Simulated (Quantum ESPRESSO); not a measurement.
pw.x input (Quantum ESPRESSO 7.5; PBEsol, PseudoDojo standard norm-conserving files, fully relativistic):

```
&CONTROL
  calculation = 'scf'
  pseudo_dir = './pseudo'
  outdir = './out'
  tprnfor = .true.
  tstress = .true.
/
&SYSTEM
  ibrav = 0
  nat = 2
  ntyp = 2
  ecutwfc = 62.0
  ecutrho = 248.0
  occupations = 'smearing'
  smearing = 'fd'
  degauss = 0.002
  nbnd = 24
  noncolin = .true.
  lspinorb = .true.
/
&ELECTRONS
  conv_thr = 2e-10
/
ATOMIC_SPECIES
Br 79.9040 Br.upf
Tl 204.3800 Tl.upf
CELL_PARAMETERS angstrom
  3.999910000000   0.000000000000   0.000000000000
  0.000000000000   3.999910000000   0.000000000000
  0.000000000000   0.000000000000   3.999910000000
ATOMIC_POSITIONS crystal
Br   0.500000000000   0.500000000000   0.500000000000
Tl   0.000000000000   0.000000000000   0.000000000000
K_POINTS automatic
8 8 8 0 0 0
```

End of the output:

```
     total energy              =    -152.63059073 Ry
     estimated scf accuracy    <          2.2E-10 Ry
[...]
     the Fermi energy is     5.5736 ev
!    total energy              =    -152.63059073 Ry
     estimated scf accuracy    <          2.7E-12 Ry
     smearing contrib. (-TS)   =      -0.00000000 Ry
     internal energy E=F+TS    =    -152.63059073 Ry
     The total energy is F=E-TS. E is the sum of the following terms:
     one-electron contribution =     -31.62212996 Ry
     hartree contribution      =      28.15121881 Ry
     xc contribution           =     -48.02063244 Ry
     ewald contribution        =    -101.13904714 Ry
     convergence has been achieved in  11 iterations
     Forces acting on atoms (cartesian axes, Ry/au):
     atom    1 type  1   force =     0.00000000    0.00000000    0.00000000
     atom    2 type  2   force =     0.00000000    0.00000000    0.00000000
     Total force =     0.000000     Total SCF correction =     0.000000
     Computing stress (Cartesian axis) and pressure
          total   stress  (Ry/bohr**3)                   (kbar)     P=      -16.56
  -0.00011259   0.00000000   0.00000000          -16.56        0.00        0.00
   0.00000000  -0.00011259   0.00000000            0.00      -16.56        0.00
   0.00000000   0.00000000  -0.00011259            0.00        0.00      -16.56
```
In a gapped system the printed Fermi energy is only some level inside the gap.

Geometry of the Materials Project entry, not relaxed at this level.
